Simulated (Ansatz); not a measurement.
Input file for Ansatz (a quantum-chemistry and plane-wave program):

Ansatz 0.2 input:
```yaml
crystal:
  lattice:
    - [3.8159277291, 0.0, 0.0]
    - [0.0, 3.8159277291, 0.0]
    - [0.0, 0.0, 3.8159277291]
  atoms:
    - { symbol: Os, position: [0.0, 0.0, 0.0], spin: 0.37 }
    - { symbol: N, position: [0.0, 0.5, 0.0], spin: -0.81 }
    - { symbol: N, position: [0.5, 0.0, 0.0], spin: -0.81 }
    - { symbol: N, position: [0.0, 0.0, 0.5], spin: -0.81 }
kpoints:
  mp_grid: { grid: [11, 11, 11] }
hamiltonian:
  xc: r2scan
  pseudopotentials: { kind: paw }
magnetization: { spin_polarized: true }
scf:
  occupations: { method: gaussian, width: 0.05 }
checkpoint: { read: metal.run }
output: { write_density: true, elf: true, volumetric_format: npy }
basis: { fft_grid_basis: typed }
```

Output (shortened):

```
Pseudopotential: Os, paw, valence charge 16
Pseudopotential: N, paw, valence charge 5
Functional definition: r2SCAN
Crystal: 4 atoms, lattice volume = 55.565 Å³
Basis set: ecut = 500 eV, 1365 PW (Γ), exchange–correlation on 120×120×120 points (64 copies of the dense FFT grid, shifted against one another)
Bands: 25, of which v1, the nominal top of the filled ones, is band 16 counted from 1 (15 counted from 0)
Symmetry: 48 space group operations
Space group: Pm-3m (ITA 221), of the structure as read, at distance tolerance 3.8e-5 Å
k-points: 56 of 1331
Stability of the state it starts from, as read at its close in the collinear treatment (another_mixer)
Starting moments: Σ|m| = 2.8 μB on 4 of 4 sites; this step starts from the density that it was given
iter 1 solved again at ethr=1.33e-7 eV; its pass at ethr=3.10e-3 eV (dr2=4.11e-5 eV) is discarded
SCF iter   1: F=—  HF=-12546.499238 eV  |F-HF|=—  |Δ(HF+E_count)|=         —  Δρ=2.02e-7 (↑1.77e-7 ↓2.02e-7)  dr2=2.95e-11  dr2_τ=5.86e-12  dr2_m=2.48e-12  M=-2.057 μB ∫|m|=2.641 μB  β_m=1.20  ethr=1.33e-7  ⟨swp⟩=3.0  Hψ=20266  notcnv=0
preconditioner: auto → none
SCF iter   2: F=-12546.499238 eV  HF=-12546.499238 eV  |F-HF|=9.09e-12  |Δ(HF+E_count)|=   4.32e-9  Δρ=8.97e-8 (↑7.83e-8 ↓8.97e-8)  dr2=8.36e-12  dr2_τ=5.49e-12  dr2_m=1.63e-12  M=-2.057 μB ∫|m|=2.641 μB  ethr=1.00e-12  ⟨swp⟩=6.1  Hψ=9697  notcnv=0
SCF 1 converged in 2 iterations: F = -12546.499238 eV  dr2 = 8.36e-12
Stability not checked (another_mixer)
SCF converged after 2 iterations
Magnetization: -2.0567 μB (14.4717 up, 16.5283 down)
Absolute magnetization: 2.6410 μB (∫|ρ↑−ρ↓|, with the PAW one-centre terms)
Spin contamination: 0.0777 ħ² per cell (⟨S²⟩ above its minimum at these occupations)
Per-site moments (μB) at R_I (Å): [(0.17466096660496203, 0.787035094126875), (-0.6311545938031122, 0.787035094126875), (-0.6311545938031126, 0.787035094126875), (-0.6311545938031123, 0.787035094126875)]
Free energy (F): -12546.499238 eV
Harris-Foulkes:  -12546.499238 eV  (|F-HF|=9.09e-12)
Internal energy: -12546.496816 eV  (E = F + TS)
E sigma→0 (E₀):  -12546.498027 eV
Entropy (-TS):   -0.002423 eV (-0.606 meV/atom)
Fermi energy:    7.606042 eV
--- Per-component energies (eV) ---
  E_band       = -407.656505
  E_kinetic    = 934.619850
  E_local      = -2812.114149  (includes V_loc(G=0)·N_el)
  E_nonlocal   = 138.369849
  E_hartree    = 1063.705109
  E_xc         = -423.472076
  E_vxc        = -556.607068  (∫ρ·V_xc dr)
  E_paw        = -9423.423797  (= ΣΔE_a)
  E_vpaw       = -272.426701  (= ΣTr[D̂ρ^β])
  E_aug_tail   = -0.000142  (compensation charges beyond the density's cutoff)
  E_vtau       = 33.091793  (kinetic-family band-sum trace: ∫τ·v_τ [+ j·A + Jᵃ·Aᵃ] dr)
  E_ewald      = -2023.707752
  E_core_change = -0.473707  (= ΣΔE_core)
  E_smearing   = -0.002423  (= −TS)
  E_closure    =  0.000000  (closes the sum)
  Σ components = -12546.499238   (vs F -12546.499238, Δ=0.00e0)
  [band-id]    e_kinetic+e_local+e_nonlocal+2·e_hartree+e_vxc+e_vpaw+e_augmentation_tail+e_vtau = -407.656351   (vs E_band -407.656505, Δ=1.54e-4)
--- Band table (eV; the first three rows and the last of 112) ---
  k-point 0 ↑: bands = ["-82.9107", "-41.6692", "-41.6692", "-41.6692", "-9.0738", "-7.4964", "-7.4964", "4.0391", "4.0391", "4.0391", "4.4945", "4.4945", "4.4945", "7.6831", "7.6831", "7.6831", "7.7837", "7.7837", "7.7837", "10.5101", "10.5101", "14.4546", …
  k-point 1 ↑: bands = ["-82.9107", "-41.6703", "-41.6691", "-41.6691", "-9.0165", "-7.4928", "-7.4390", "3.6176", "3.8292", "3.8292", "4.4974", "4.5352", "4.5352", "7.3365", "7.6354", "7.7412", "7.7412", "8.0055", "8.0055", "10.5139", "11.2346", "14.6199", …
  k-point 2 ↑: bands = ["-82.9107", "-41.6734", "-41.6688", "-41.6688", "-8.8718", "-7.4833", "-7.2526", "2.5271", "3.4115", "3.4115", "4.5051", "4.5774", "4.5774", "6.7209", "7.5109", "7.7575", "7.7575", "8.6740", "8.6740", "10.5233", "12.5074", "15.0792", …
  k-point 55 ↓: bands = ["-82.7247", "-41.4366", "-41.4366", "-41.4366", "-7.4674", "-7.4167", "-7.4167", "-1.1690", "-1.1690", "-0.5822", "0.2112", "0.2172", "0.2172", "7.1138", "7.1138", "7.1338", "10.0539", "10.0794", "10.0794", "14.9168", "18.3400", …
```

Cost: about 7 core-seconds (a rough figure) on shared cores.

The start of the workflow was typed in or built on a structure type; neither database checked (COD, Materials Project) lists it. Its standing as an ambient phase is unchecked. Symmetry was held in the r²SCAN relaxation, as lowered by the spin order; its stability against distortions is not shown here. Magnetic state: ferrimagnetic, the only order run, not a proven ground state. The cell computed holds one magnetic atom, so no antiferromagnetic order was within reach. Its formation energy is positive at this level, so the cell may be metastable or incomplete. Other orbital occupations within this spin state were not tried. No Hubbard U is applied. Point labels and valley counts follow the cell and symmetry of the run, lower than the named group. Scalar-relativistic: spin–orbit coupling is off unless named, which matters more the heavier the elements.

Potentials: the later of the program's two PAW sets.

Ansatz is a plane-wave DFT program.
